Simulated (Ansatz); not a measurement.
LiTaO$_{3}$:
```yaml
crystal:
  lattice:
    - [3.91993, 0.00000, 0.00000]
    - [0.00000, 3.91993, 0.00000]
    - [0.00000, 0.00000, 4.00237]
  atoms:
    - { symbol: Ta, position: [0.50000, 0.50000, 0.40910] }
    - { symbol: Li, position: [0.00000, 0.00000, 0.15094] }
    - { symbol: O, position: [0.50000, 0.50000, 0.86630] }
    - { symbol: O, position: [0.50000, 0.00000, 0.33983] }
    - { symbol: O, position: [0.00000, 0.50000, 0.33983] }
```

PBEsol (plane waves, PAW; program Ansatz) gives a gap of 2.20 eV without spin–orbit coupling, maximum at R, minimum at Γ.

Question: What happens when spin–orbit coupling is switched on?

Answer: The gap falls by 0.01 eV, to 2.19 eV; maximum at A, minimum at Γ.

Question: Give the electron effective mass with spin–orbit coupling.

Answer: 0.32, 0.32, 10 mₑ (principal values).

Question: Give the hole effective mass with spin–orbit coupling.

Answer: 1.2, 2.1, 2.2 mₑ (principal values).

Space group P4mm. The start of the workflow was typed in or built on a structure type; neither database checked (COD, Materials Project) lists it. It is not the phase usual at ambient conditions (space group No. 161). The cell was relaxed with PBEsol under the symmetry of its start. At this level the phase is dynamically unstable (imaginary phonons). No spin polarisation was allowed.

Potentials: the later of the program's two PAW sets.
